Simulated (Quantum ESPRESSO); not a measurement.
pw.x input (Quantum ESPRESSO 7.5; PBEsol, PseudoDojo standard norm-conserving files, scalar-relativistic):

```
&CONTROL
  calculation = 'scf'
  pseudo_dir = './pseudo'
  outdir = './out'
  tprnfor = .true.
  tstress = .true.
/
&SYSTEM
  ibrav = 0
  nat = 6
  ntyp = 3
  ecutwfc = 86.0
  ecutrho = 344.0
  occupations = 'smearing'
  smearing = 'fd'
  degauss = 0.002
  nbnd = 43
  assume_isolated = '2D'
/
&ELECTRONS
  conv_thr = 6e-10
/
ATOMIC_SPECIES
Cl 35.4500 Cl.upf
Ga 69.7230 Ga.upf
Se 78.9710 Se.upf
CELL_PARAMETERS angstrom
  3.796250931000   0.000000000000   0.000000000000
  0.000000000000   5.462484776000   0.000000000000
  0.000000000000   0.000000000000  19.500000000000
ATOMIC_POSITIONS crystal
Cl   0.000000000000   0.004159317500  -0.134574222900
Cl   0.500000000000   0.504159317500   0.134574222900
Ga   0.000000000000   0.766604475900  -0.046390133200
Ga   0.500000000000   0.266604475900   0.046390133200
Se   0.000000000000   0.989356206600   0.061249285800
Se   0.500000000000   0.489356206600  -0.061249285800
K_POINTS automatic
8 6 1 0 0 0
```

End of the output:

```
     total energy              =    -855.63851885 Ry
     estimated scf accuracy    <       0.00000007 Ry
     total energy              =    -855.63851887 Ry
     estimated scf accuracy    <          5.7E-09 Ry
     total energy              =    -855.63851887 Ry
     estimated scf accuracy    <          2.2E-09 Ry
[...]
     the Fermi energy is    -5.9414 ev
!    total energy              =    -855.63851887 Ry
     estimated scf accuracy    <          4.9E-11 Ry
     smearing contrib. (-TS)   =       0.00000000 Ry
     internal energy E=F+TS    =    -855.63851887 Ry
     The total energy is F=E-TS. E is the sum of the following terms:
     one-electron contribution =   -5576.39597690 Ry
     hartree contribution      =    2787.36719702 Ry
     xc contribution           =    -196.46721211 Ry
     ewald contribution        =    2129.85747312 Ry
     convergence has been achieved in  11 iterations
     Forces acting on atoms (cartesian axes, Ry/au):
     atom    1 type  1   force =     0.00000000   -0.00008933   -0.00018449
     atom    2 type  1   force =     0.00000000   -0.00008933    0.00018449
     atom    3 type  2   force =     0.00000000   -0.00028465   -0.00012262
     atom    4 type  2   force =     0.00000000   -0.00028465    0.00012262
     atom    5 type  3   force =     0.00000000    0.00037397    0.00020012
     atom    6 type  3   force =     0.00000000    0.00037397   -0.00020012
     Total force =     0.000797     Total SCF correction =     0.000047
```
In a gapped system the printed Fermi energy is only some level inside the gap.

Spin-orbit coupling is not included.

Geometry relaxed with PBEsol.
